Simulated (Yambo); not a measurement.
One stored BSE kernel of dimension 1944 for Si (diamond, space group Fd-3m, No. 227) (Yambo, PBEsol bands; 6×6×6 mesh, 3 valence and 3 conduction bands, static screening with 18 bands and a 4 Ry block, scissor 0.73 eV, Tamm-Dancoff; broadening 0.15 eV; field along x), solved in several ways.

```json
[
 {"solver": "Haydock, threshold 2 %", "iterations": "6", "largest change of Im ε (% of its maximum)": "60", "rough time": "within a factor of two"},
 {"solver": "Haydock, threshold 0.5 %", "iterations": "18", "largest change of Im ε (% of its maximum)": "15", "rough time": "within a factor of two"},
 {"solver": "Haydock, threshold 0.1 %", "iterations": "35", "largest change of Im ε (% of its maximum)": "2.3", "rough time": "within a factor of two"},
 {"solver": "Haydock, threshold 0.005 %", "iterations": "70", "largest change of Im ε (% of its maximum)": "0.2", "rough time": "1"},
 {"solver": "SLEPc, lowest 10 states", "iterations": "–", "largest change of Im ε (% of its maximum)": "no full spectrum", "rough time": "within a factor of two"},
 {"solver": "SLEPc, lowest 60 states", "iterations": "–", "largest change of Im ε (% of its maximum)": "no full spectrum", "rough time": "within a factor of two"},
 {"solver": "full diagonalisation", "iterations": "–", "largest change of Im ε (% of its maximum)": "reference", "rough time": "about 20×"}
]
```

Haydock gives the spectrum without eigenstates, SLEPc the lowest states alone, full diagonalisation everything at a cost that grows as the cube of the dimension. Times include reading the kernel. Times are rough ratios from shared machines. Mesh and scissor weren't tested; the rows compare only with each other.

Geometry relaxed with PBEsol; primitive cell a = b = c = 3.8412 Å, α = β = γ = 60.00°.
